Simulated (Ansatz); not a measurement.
A crystal relaxed with r2SCAN+rVV10 in the plane-wave code Ansatz has space group P-3m1 (No. 164) and a = 4.243 Å, c = 17.318 Å.

```tsv
atom	site	x	y	z
Ge	2d	0.3333	0.6667	0.9009
Xx	2c	0.0000	0.0000	0.6880
Te	1a	0.0000	0.0000	0.0000
Te	2d	0.6667	0.3333	0.8052
Te	2d	0.3333	0.6667	0.5897
```

r2SCAN gives a direct gap of 0.39 eV at Γ. The HSE06 gap is indirect, 0.61 eV (Γ to k = (-0.048, 0.048, 0.376)), below the direct gap of 0.64 eV at Γ. Meshes: r2SCAN 12×12×2, HSE06 6×6×2.

Task: Which element is Xx?
A. Nb
B. As
C. Ta
D. Sb

Result: D. Xx is Sb: Ge2Sb2Te5 (P-3m1) from a database of computed structures. Around Ge lie 6 Te at 2.96–2.99 Å; around Sb lie 6 Te at 2.98–3.18 Å; around Te lie 6 Ge at 2.99 Å; around Te lie 3 Ge at 2.96 Å and 3 Sb at 3.18 Å; around Te lie 3 Sb at 2.98 Å.

Calculated for a static, non-magnetic cell.

Spin-orbit coupling is left out, which matters wherever the heavy atoms make up the band edges.

Where an edge lies off the special points, it is a point of the mesh or the k point where a search put PBE's edge or least direct gap, reused for the other functionals, whose own edges may lie a little apart.

Coordinates of k points refer to the reciprocal vectors of the primitive cell of the runs.

The meshes of the hybrids are coarse, so their gaps aren't converged to the digits shown.
